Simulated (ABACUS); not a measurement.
Consider a self-consistent single point of InBi (P4/nmm, 4 atoms in the cell; from Materials Project mp-23313, changed as shown).

```yaml
crystal:
  lattice:
    - [5.06514, 0.00000, 0.00000]
    - [0.00000, 5.06514, 0.00000]
    - [0.00000, 0.00000, 5.38638]
  atoms:
    - { symbol: In, position: [0.50000, 0.50000, 0.00000] }
    - { symbol: In, position: [0.00000, 0.00000, 0.00000] }
    - { symbol: Bi, position: [0.50000, 0.00000, 0.36001] }
    - { symbol: Bi, position: [0.00000, 0.50000, 0.63999] }
```

Computed with ABACUS with LDA (PW92), numerical atomic orbitals DZP (confined pseudo-atomic orbitals with Gaussian additions; energy shift 0.003 Ry), PseudoDojo 0.4 standard norm-conserving LDA (tails mended) pseudopotentials.

ABACUS settings:

```
key                                                                   value
---------------  ----------------------------------------------------------
basis                  DZP numerical atomic orbitals, energy shift 0.003 Ry
KPT                                                       Gamma 8 8 8 0 0 0
basis_type                                                             lcao
dft_functional                                                        PWLDA
ecutwfc                                                              100 Ry
smearing_method                                                          fd
smearing_sigma                                                0.00734986 Ry
potentials       PseudoDojo 0.4 standard norm-conserving LDA (tails mended)
symmetry                                                                  1
ks_solver                                                           genelpa
scf_nmax                                                                100
scf_thr                                                             1.0e-07
mixing_type                                                         broyden
```

Question: Estimate, at this level of theory: pressure and largest force (vector length).

Answer: The run gave:

Pressure: -5.46 GPa
Largest force (vector length): 0.224 eV/Å

For comparison: a first run was changed to give this one (lattice scaled by 1.02), and from it to this one the free energy goes up by 58.6 meV/atom, the pressure goes from -3.86 to -5.46 GPa and the largest force goes from under 0.1 to 0.22 eV/Å.

The atom-centred basis is finite, which shifts total energies, pressures and forces against plane waves. The structure comes from a collection of computed structures, made at another level of theory; the collection holds predicted forms beside known ones. Its lattice was then scaled.

Cost on one core: very roughly 50 core-seconds.

The atomic orbitals were generated for these runs; they are not ABACUS's published sets and were checked against plane waves on a few crystals only.

“Tails mended”: in these copies of the files the far tail of each local potential was reset to the Coulomb form.
